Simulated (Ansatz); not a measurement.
A plane-wave run on TaGePd

input.yaml (Ansatz 0.2.0)

```yaml
crystal:
  lattice:
    - [3.369204, 5.835631, 0.0]
    - [-3.369204, 5.835631, 0.0]
    - [0.0, 0.0, 3.63056]
  atoms:
    - { symbol: Ge, position: [0.3333, 0.3334, 0.0] }
    - { symbol: Ge, position: [0.6667, 0.6666, 0.0] }
    - { symbol: Ge, position: [0.0, 0.0, 0.5] }
    - { symbol: Pd, position: [0.2589, 0.7411, 0.0] }
    - { symbol: Pd, position: [0.7411, 0.0, 0.0] }
    - { symbol: Pd, position: [0.0, 0.2589, 0.0] }
    - { symbol: Ta, position: [0.5914, 0.4086, 0.5] }
    - { symbol: Ta, position: [0.4086, 0.0, 0.5] }
    - { symbol: Ta, position: [0.0, 0.5914, 0.5] }
  symmetry: { tolerance: 0.0003 }
kpoints:
  mp_grid: { grid: [6, 6, 9], shift: [0, 0, 0] }
  band_path:
    path:
      - [0.0, 0.0, 0.0]
      - [0.49999998, 0.50000001, 0.0]
      - [0.33333332, 0.6666667, 0.0]
      - [0.0, 0.0, 0.0]
      - [0.0, 0.0, 0.5]
      - [0.49999998, 0.50000001, 0.5]
      - [0.33333332, 0.6666667, 0.5]
      - [0.0, 0.0, 0.5]
      - [0.49999998, 0.50000001, 0.5]
      - [0.49999998, 0.50000001, 0.0]
      - [0.33333332, 0.6666667, 0.5]
    npoints: 6
magnetization:
  spin_polarized: false
scf:
  occupations: { method: fermi_dirac }
  lower_state_search: "off"
  max_iter: 200
hamiltonian:
  pseudopotentials: { kind: paw }
  xc: pbe
basis:
  ecutwfc: 420
  fft_grid_basis: typed
output:
  forces: true
  stress: true
  eigenvalues: true
  bader: true
  populations: true
  elf: true
  write_potential: true
  volumetric_format: npy
  dos:
    e_range: [-12, 8]
    de: 0.05
    projected: { site_lists: { Ge: [Ge], Pd: [Pd], Ta: [Ta] } }
checkpoint:
  read: saved_state
```

The saved state is an earlier solution for the same cell, perhaps on another mesh. 

Parts of the output:

```
Free energy (F): -63603.1204 eV
Harris-Foulkes:  -63603.1204 eV  (|F-HF|=3.70e-8)
Internal energy: -63602.8999 eV  (E = F + TS)
E sigma→0 (E₀):  -63603.0101 eV
Entropy (-TS):   -0.2204 eV (-24.493 meV/atom)
Fermi energy:    18.6769 eV
--- Per-component energies (eV) ---
  E_band       = -941.0472
  E_kinetic    = 2981.0426
  E_local      = -13738.4157  (includes V_loc(G=0)·N_el)
  E_nonlocal   = 1949.6912
  E_hartree    = 5793.9644
  E_xc         = -1394.0333
  E_vxc        = -1449.3884  (∫ρ·V_xc dr)
  E_paw        = -42503.0612  (= ΣΔE_a)
  E_vpaw       = -2271.8908  (= ΣTr[D̂ρ^β])
  E_aug_tail   = 0.0019  (compensation charges beyond the density's cutoff)
  E_ewald      = -16692.0897
  E_smearing   = -0.2204  (= −TS)
--- Forces (eV/Å), atoms counted from 1 ---
  atom   1  Ge     0.0000     0.0000     0.0000
  atom   2  Ge     0.0000     0.0000     0.0000
  atom   3  Ge     0.0000     0.0000     0.0000
  atom   4  Pd     0.2342     0.0000     0.0000
  atom   5  Pd    -0.1171    -0.2028     0.0000
  atom   6  Pd    -0.1171     0.2028     0.0000
  atom   7  Ta    -0.0326     0.0000     0.0000
  atom   8  Ta     0.0163     0.0282     0.0000
  atom   9  Ta     0.0163    -0.0282     0.0000
--- Stress (GPa, compression-positive) ---
        0.1948       0.0000       0.0000
        0.0000       0.1948       0.0000
        0.0000       0.0000       7.8240
  P = ⅓ Tr σ = 2.7379 GPa (27.379 kbar)
--- Löwdin populations: 9 sites ---
  site symbol       q [e]
     0     Ge     14.7059
     1     Ge     14.7059
     2     Ge     14.9755
     3     Pd     17.1956
     4     Pd     17.1956
     5     Pd     17.1956
     6     Ta     12.7435
     7     Ta     12.7435
     8     Ta     12.7435
  spilling = 0.0059 (of n_electrons = 135.0000)
--- Bader charges: 9 sites ---
  site symbol  charge [e]  shift [e]
     0     Ge     -0.6977     0.0003
     1     Ge     -0.6977     0.0003
     2     Ge     -0.1109     0.0006
     3     Pd     -0.6691     0.0005
     4     Pd     -0.6691     0.0005
     5     Pd     -0.6691     0.0005
     6     Ta      1.1711     0.0001
     7     Ta      1.1712     0.0001
     8     Ta      1.1712     0.0001
```

Absolute energies hang on the potentials; compare differences alone.

Origin: a known structure type with other elements, at an estimated volume, so it need not be a known compound.
